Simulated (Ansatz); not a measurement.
AlRu (CsCl type, space group No. 221) under volume change, PBEsol in the plane-wave PAW code Ansatz, scaled uniformly.

```json
[
 {"V (Å³/atom)": "11.996", "E − E(relaxed) (meV/atom)": "86.5", "P (GPa)": "25.41"},
 {"V (Å³/atom)": "12.392", "E − E(relaxed) (meV/atom)": "36.3", "P (GPa)": "15.53"},
 {"V (Å³/atom)": "12.787", "E − E(relaxed) (meV/atom)": "8.6", "P (GPa)": "7.14"},
 {"V (Å³/atom)": "13.183", "E − E(relaxed) (meV/atom)": "0.0", "P (GPa)": "0.00"},
 {"V (Å³/atom)": "13.578", "E − E(relaxed) (meV/atom)": "…", "P (GPa)": "…"},
 {"V (Å³/atom)": "13.973", "E − E(relaxed) (meV/atom)": "…", "P (GPa)": "…"},
 {"V (Å³/atom)": "14.369", "E − E(relaxed) (meV/atom)": "62.6", "P (GPa)": "-15.64"}
]
```

Problem. Complete the blanks.

Solution. 
- 13.973, E − E(relaxed) (meV/atom): 29.3
- 13.973, P (GPa): -11.25
- 13.578, E − E(relaxed) (meV/atom): 7.7
- 13.578, P (GPa): -6.08

Problem. What does a third-order Birch–Murnaghan fit give for V₀, B₀ and B′?

Solution. V₀ = 13.18 Å³/atom, B₀ = 219 GPa, B′ = 4.4.

Space group Pm-3m (CsCl type). The PBEsol relaxation kept the symmetry of its start; of distortions, only those at the zone centre were tested. No spin polarisation was allowed.

Potentials: the later of the program's two PAW sets.
